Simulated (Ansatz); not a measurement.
# Stress against strain in Sr

```xyz
2
Lattice="4.3100 0.0000 0.0000 -2.1550 3.7326 0.0000 0.0000 0.0000 7.0500" Properties=species:S:1:pos:R:3 pbc="T T T"
Sr    0.0000    2.4884    1.7625
Sr    2.1550    1.2442    5.2875
```

Atom numbers follow the list: Sr1, Sr2.

The cell is COD entry 1540836, as deposited and not checked against the literature; nothing was relaxed.

Level of theory: Ansatz 0.2.0, DFT, LDA, all-electron LAPW, scalar-relativistic.

Numerical set-up: a Γ-centred 10×10×5 k mesh, Fermi–Dirac smearing of 0.08 eV, basis error target 1 meV/atom, no spin polarisation.

The strain is applied along the Cartesian axes of the cell as listed (the other components stay zero). Fractional coordinates are held (clamped ions).

σ is the change of stress from the unstrained cell, which is at -1.55 GPa; tension is positive, so slopes are stress–strain coefficients at that pressure. In a metal the k mesh adds noise.

Only quantities that a quadratic follows smoothly over the whole series are listed; rougher ones are left out.

```csv
εzz,σzz (GPa),σxx (GPa)
-0.0200,-0.39,-0.06
-0.0100,-0.19,-0.03
0.0000,0.00,0.00
0.0200,0.36,0.04
```

Q: Fit the series and read off the stiffness at zero strain.

A: Least-squares fits y = p0 + p1 x + p2 x² to the rows give σzz (GPa): p1 = 18.7, p2 = -39; σxx (GPa): p1 = 2.52, p2 = -23. So C33 = 19 GPa and C13 = 3 GPa, for these axes.

Q: One run, at εzz = 0.0100, is withheld. Predict its row.

A: The fits give 0.18, 0.02; the run gave 0.18, 0.02.
